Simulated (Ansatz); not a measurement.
The end of the path is a generated cell of HfZnO3: the first start was made by placing the elements on the sites of a structure type, and the end was not matched to a known phase here, so it may be hypothetical.

A geometry of HfZnO3 away from equilibrium: step 3 of the relaxation of a generated cell, HfZnO3 placed in the GdFeO3 structure type. All values below come from r2SCAN (plane waves to 500 eV, PAW, scalar-relativistic; Ansatz, an electronic-structure program). Γ-centred k-mesh 4×3×4 on the run's cell (coarser than for final values), Fermi–Dirac smearing 0.05 eV.

```xyz
20
Lattice="5.5383 0.0000 0.0000 0.0000 7.8060 0.0000 0.0000 0.0000 5.3754" Properties=species:S:1:pos:R:3:forces:R:3 pbc="T T T" free_energy=-83082.670 pressure_GPa=-2.8
Zn     2.6597     1.9515     5.3374    0.2409    0.0000    0.4523
Zn     5.4288     1.9515     2.7257    0.2409    0.0000   -0.4523
Zn     2.8786     5.8545     0.0380   -0.2409    0.0000   -0.4523
Zn     0.1095     5.8545     2.6497   -0.2409    0.0000    0.4523
Hf     0.0000     0.0000     0.0000    0.0000    0.0000    0.0000
Hf     2.7691     3.9030     2.6877    0.0000    0.0000    0.0000
Hf     0.0000     3.9030     0.0000    0.0000    0.0000    0.0000
Hf     2.7691     0.0000     2.6877    0.0000    0.0000    0.0000
O      0.2966     1.9515     0.6807    0.3163    0.0000    0.5862
O      3.0658     1.9515     2.0070    0.3163    0.0000   -0.5862
O      5.2417     5.8545     4.6947   -0.3163    0.0000   -0.5862
O      2.4725     5.8545     3.3683   -0.3163    0.0000    0.5862
O      1.7806     4.4418     0.9423    0.0598    0.0210   -0.1675
O      4.5497     7.2673     1.7454    0.0598   -0.0210    0.1675
O      3.7577     0.5387     4.4330   -0.0598    0.0210    0.1675
O      0.9886     3.3643     3.6300   -0.0598   -0.0210   -0.1675
O      3.7577     3.3643     4.4330   -0.0598   -0.0210    0.1675
O      0.9886     0.5387     3.6300   -0.0598    0.0210   -0.1675
O      1.7806     7.2673     0.9423    0.0598   -0.0210   -0.1675
O      4.5497     4.4418     1.7454    0.0598    0.0210    0.1675
```

Positions in Å, forces in eV/Å, free energy of the cell in eV (comparable only within this code, potentials and settings). Largest force: 0.67 eV/Å, on O9, O10, O11, O12 (atoms numbered as listed); the geometry lies 0.02 eV/atom above the end of its relaxation.

No spin polarisation in the result.

The run could not lose the symmetry of its start: the end is stationary, and may be a saddle point rather than a minimum.
